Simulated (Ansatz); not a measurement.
## Mo (Im-3m): from strained cells to moduli

```xyz
1
Lattice="-1.5558 1.5558 1.5558 1.5558 -1.5558 1.5558 1.5558 1.5558 -1.5558" Properties=species:S:1:pos:R:3 pbc="T T T"
Mo    0.0000    0.0000    0.0000
```

Conventional cell: a = 3.112 Å, b = 3.112 Å, c = 3.112 Å, α = 90.00°, β = 90.00°, γ = 90.00°. Mo (atom 1) is surrounded by 8 Mo at 2.69 Å.

Computed, not measured; unless marked otherwise by LDA, all-electron LAPW in Ansatz 0.2.0, scalar-relativistic. k mesh 24×24×24, strains of ±0.003, Fermi-Dirac smearing of 0.080 eV, basis error target 1 meV/atom. The cell was relaxed by PAW under this functional.

The cell is cubic and carries a residual pressure of 0.07 GPa at this level. Each strain component that symmetry leaves independent is applied at ±0.003 and ±0.006, the ions relax wherever a strain frees them, and the stress (tension positive, GPa) is read. Shears are engineering strains, γ = 2ε.

```json
{"strain": "xx", "size": "-0.006", "σxx": "-3.2086", "σyy": "-1.1867", "σzz": "-1.1867", "σyz": "0.0000", "σxz": "0.0000", "σxy": "0.0000"}
{"strain": "xx", "size": "-0.003", "σxx": "-1.6249", "σyy": "-0.6241", "σzz": "-0.6241", "σyz": "0.0000", "σxz": "0.0000", "σxy": "0.0000"}
{"strain": "xx", "size": "+0.003", "σxx": "1.4526", "σyy": "0.4721", "σzz": "0.4721", "σyz": "0.0000", "σxz": "0.0000", "σxy": "0.0000"}
{"strain": "xx", "size": "+0.006", "σxx": "2.9469", "σyy": "1.0061", "σzz": "1.0061", "σyz": "0.0000", "σxz": "0.0000", "σxy": "0.0000"}
{"strain": "yz", "size": "-0.006", "σxx": "-0.0815", "σyy": "-0.0784", "σzz": "-0.0784", "σyz": "-0.6431", "σxz": "0.0000", "σxy": "0.0000"}
{"strain": "yz", "size": "-0.003", "σxx": "-0.0738", "σyy": "-0.0730", "σzz": "-0.0730", "σyz": "-0.3216", "σxz": "0.0000", "σxy": "0.0000"}
{"strain": "yz", "size": "+0.003", "σxx": "-0.0738", "σyy": "-0.0730", "σzz": "-0.0730", "σyz": "0.3216", "σxz": "0.0000", "σxy": "0.0000"}
{"strain": "yz", "size": "+0.006", "σxx": "-0.0815", "σyy": "-0.0784", "σzz": "-0.0784", "σyz": "0.6431", "σxz": "0.0000", "σxy": "0.0000"}
```

The slope is [8(σ(+δ) − σ(−δ)) − (σ(+2δ) − σ(−2δ))]/(12δ), and the program imposes the crystal's symmetry on the matrix.

What are the independent elastic constants?

C11 = 512.9, C12 = 182.7, C44 = 107.2 GPa.

Do they meet the Born conditions?

C11 − C12 = 330.2, C11 + 2C12 = 878.2 and C44 = 107.2 GPa must all be positive, so the crystal is elastically stable; that says nothing yet of its phonons.

What moduli does a random aggregate of grains have?

B = (C11 + 2C12)/3 = 292.7 GPa. G_V = (C11 − C12 + 3C44)/5 = 130.4 and G_R = 5(C11 − C12)C44/(4C44 + 3(C11 − C12)) = 124.7, so G_H = 127.5 GPa. Then E = 9BG/(3B + G) = 334.1 GPa, ν = (3B − 2G)/(6B + 2G) = 0.310 and B/G = 2.30, on the ductile side of Pugh's 1.75 (a rule of thumb).

With the density of 10.577 g/cm³, how fast does sound travel, and what Debye temperature follows?

| direction | slow (m/s) | middle (m/s) | fast (m/s) |
| --- | --- | --- | --- |
| [100] | 3184 | 3184 | 6964 |
| [110] | 3184 | 3951 | 6559 |
| [111] | 3713 | 3713 | 6418 |

The mean of v⁻³ over directions and branches gives v_m = 3869 m/s and θ_D = (ħ/k_B) v_m (6π²n)^(1/3) = 466 K, n being atoms per volume. Young's modulus spans 287 to 417 GPa over directions, and the universal anisotropy index is 0.23.

How far do the constants move if PAW replaces LAPW in the same cell?

```json
{"constant": "C11", "LAPW (GPa)": "512.9", "PAW (GPa)": "512.4", "difference": "-0.5"}
{"constant": "C12", "LAPW (GPa)": "182.7", "PAW (GPa)": "182.5", "difference": "-0.2"}
{"constant": "C44", "LAPW (GPa)": "107.2", "PAW (GPa)": "107.0", "difference": "-0.2"}
```

What happens at 10 GPa (cell relaxed there)?

The volume falls to 0.9683 of its value, and C11 = 570.8, C12 = 215.8, C44 = 120.8 GPa (slopes of the stress), in this structure whether or not another phase takes over.

Known limits: responses of metals move with mesh and smearing; the frozen-core PAW files of the compared runs were fitted under PBE, their cores solved anew for this functional.
